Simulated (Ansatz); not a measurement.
Given:

SiO$_{2}$:
```cif
data_O6Si3
_chemical_formula_sum 'Si3 O6'
_space_group_name_H-M_alt 'P3221'
_space_group_IT_number 154
_space_group_name_Hall 'P 32 2"'
_cell_length_a 4.94828
_cell_length_b 4.94828
_cell_length_c 5.44127
_cell_angle_alpha 90.000
_cell_angle_beta 90.000
_cell_angle_gamma 120.000
loop_
_atom_site_label
_atom_site_type_symbol
_atom_site_symmetry_multiplicity
_atom_site_Wyckoff_symbol
_atom_site_fract_x
_atom_site_fract_y
_atom_site_fract_z
_atom_site_occupancy
Si1 Si 3 a 0.52973 0.52973 0.00000 1
O1 O 6 c 0.26712 0.41249 0.21464 1
```

This is the PBEsol-relaxed structure.

Task: All from PBEsol in the plane-wave PAW code Ansatz, unless another level is named. Give the electronic dielectric constant ε∞ (DFPT).

Result: 2.49 (xx = yy), 2.52 (zz).

Task: Next, the largest static χ(2) component?

Result: 0.94 pm/V.

Task: Next, the Born charges (a third of the trace)?

Result: Si +3.38, O -1.69 e.

Space group P3_221. Symmetry was held in the PBEsol relaxation.

Potentials: the earlier of the program's two PAW sets. The files were generated under PBE; for other functionals the program regenerates the frozen cores, and for LDA and PBEsol the local potential too.
